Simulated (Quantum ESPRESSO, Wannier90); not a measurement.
## FeSi$_{2}$ (P4/mmm): Wannier90 run

Materials Project entry mp-20738; symmetrised, unrelaxed at this level. COD (Crystallography Open Database) has the formula in 2 space groups, this one among them (matched by group alone). Level: PBEsol, no spin polarisation, no spin-orbit coupling; pw.x of Quantum ESPRESSO at 72 Ry with PseudoDojo potentials, 12×12×6 k-points, Wannier90. Density: 12×12×6 mesh, cold smearing 0.01 Ry. A non-magnetic state is assumed; magnetic ones were not tried.

On the energy scale of pw.x, whose zero is arbitrary, the Fermi level lies at 14.38 eV.

Input w.win:

```
num_bands = 1
num_wann = 1
exclude_bands = 2-31
num_iter = 1000
conv_tol = 1.0e-6
conv_window = 4
write_hr = true
write_u_matrices = true
auto_projections = true
begin unit_cell_cart
ang
    2.6794100000    0.0000000000    0.0000000000
    0.0000000000    2.6794100000    0.0000000000
    0.0000000000    0.0000000000    5.1048700000
end unit_cell_cart
begin atoms_frac
Fe   0.0000000000  0.0000000000  0.0000000000
Si   0.5000000000  0.5000000000 -0.2714000000
Si   0.5000000000  0.5000000000  0.2714000000
end atoms_frac
mp_grid = 12 12 6
begin kpoints
0.0000000000 0.0000000000 0.0000000000
0.0000000000 0.0000000000 0.1666666667
0.0000000000 0.0000000000 0.3333333333
... (861 more lines: the 12x12x6 mesh through Gamma)
end kpoints
```

Input of pw2wannier90.x that gives the overlap and projection files (equivalent; here they were cut from one run over all bands):

```
&inputpp
  outdir = './out'
  prefix = 'pwscf'
  seedname = 'w'
  write_amn = .true.
  write_mmn = .true.
  atom_proj = .true.
  atom_proj_exclude = 2 3 4 5 6 7 8 9 10 11 12 13 14 15 16 17 18
/
```

Output w.wout (banner and timings cut):

```
                                    ------
                                    SYSTEM
                                    ------

                              Lattice Vectors (Ang)
                    a_1     2.679410   0.000000   0.000000
                    a_2     0.000000   2.679410   0.000000
                    a_3     0.000000   0.000000   5.104870

                   Unit Cell Volume:      36.64908  (Ang^3)

                        Reciprocal-Space Vectors (Ang^-1)
                    b_1     2.344988   0.000000   0.000000
                    b_2     0.000000   2.344988   0.000000
                    b_3     0.000000   0.000000   1.230822

 *----------------------------------------------------------------------------*
 |   Site       Fractional Coordinate          Cartesian Coordinate (Ang)     |
 +----------------------------------------------------------------------------+
 | fe   1   0.00000   0.00000   0.00000   |    0.00000   0.00000   0.00000    |
 | si   1   0.50000   0.50000  -0.27140   |    1.33970   1.33970  -1.38546    |
 | si   2   0.50000   0.50000   0.27140   |    1.33970   1.33970   1.38546    |
 *----------------------------------------------------------------------------*
                                ------------
                                K-POINT GRID
                                ------------

             Grid size = 12 x 12 x  6      Total points =  864

 *---------------------------------- MAIN ------------------------------------*
 |  Number of Wannier Functions               :                 1             |
 |  Number of Objective Wannier Functions     :                 1             |
 |  Number of input Bloch states              :                 1             |
 |  Output verbosity (1=low, 5=high)          :                 1             |
 |  Timing Level (1=low, 5=high)              :                 1             |
 |  Optimisation (0=memory, 3=speed)          :                 3             |
 |  Length Unit                               :               Ang             |
 |  Post-processing setup (write *.nnkp)      :                 F             |
 |  Using Gamma-only branch of algorithms     :                 F             |
 *----------------------------------------------------------------------------*
 *------------------------------- WANNIERISE ---------------------------------*
 |  Total number of iterations                :              1000             |
 |  Number of CG steps before reset           :                 5             |
 |  Trial step length for line search         :             2.000             |
 |  Convergence tolerence                     :         0.100E-05             |
 |  Convergence window                        :                 4             |
 |  Iterations between writing output         :                 1             |
 |  Iterations between backing up to disk     :               100             |
 |  Write r^2_nm to file                      :                 F             |
 |  Write xyz WF centres to file              :                 F             |
 |  Write on-site energies <0n|H|0n> to file  :                 F             |
 |  Use guiding centre to control phases      :                 F             |
 |  Use phases for initial projections        :                 F             |
 *----------------------------------------------------------------------------*
 *-------------------------------- PLOTTING ----------------------------------*
 |  Plotting Hamiltonian in WF basis          :                 T             |
 *----------------------------------------------------------------------------*

       ... (k-mesh section left out)

 Starting a new Wannier90 calculation ...

 Reading overlaps from w.mmn

 Reading projections from w.amn

 *------------------------------- WANNIERISE ---------------------------------*
 +--------------------------------------------------------------------+<-- CONV
 | Iter  Delta Spread     RMS Gradient      Spread (Ang^2)            |<-- CONV
 +--------------------------------------------------------------------+<-- CONV

 ------------------------------------------------------------------------------
 Initial State
  WF centre and spread    1  ( -0.000000,  0.000000, -0.000000 )     0.20718293
  Sum of centres and spreads ( -0.000000,  0.000000, -0.000000 )     0.20718293

      0     0.207E+00     0.0000000000        0.2071829269  <-- CONV
        O_D=      0.0000000 O_OD=      0.0000000 O_TOT=      0.2071829 <-- SPRD
 ------------------------------------------------------------------------------
      1     0.000E+00     0.0000000000        0.2071829269  <-- CONV
        O_D=      0.0000000 O_OD=      0.0000000 O_TOT=      0.2071829 <-- SPRD
      2     0.000E+00     0.0000000000        0.2071829269  <-- CONV
        O_D=      0.0000000 O_OD=      0.0000000 O_TOT=      0.2071829 <-- SPRD
      3     0.000E+00     0.0000000000        0.2071829269  <-- CONV
        O_D=      0.0000000 O_OD=      0.0000000 O_TOT=      0.2071829 <-- SPRD
      4     0.000E+00     0.0000000000        0.2071829269  <-- CONV
        O_D=      0.0000000 O_OD=      0.0000000 O_TOT=      0.2071829 <-- SPRD
             <<<     Delta < 1.000E-06  over  4 iterations     >>>
             <<< Wannierisation convergence criteria satisfied >>>
 Final State
  WF centre and spread    1  ( -0.000000,  0.000000, -0.000000 )     0.20718293
  Sum of centres and spreads ( -0.000000,  0.000000, -0.000000 )     0.20718293

         Spreads (Ang^2)       Omega I      =     0.207182927
        ================       Omega D      =     0.000000000
                               Omega OD     =     0.000000000
    Final Spread (Ang^2)       Omega Total  =     0.207182927
```
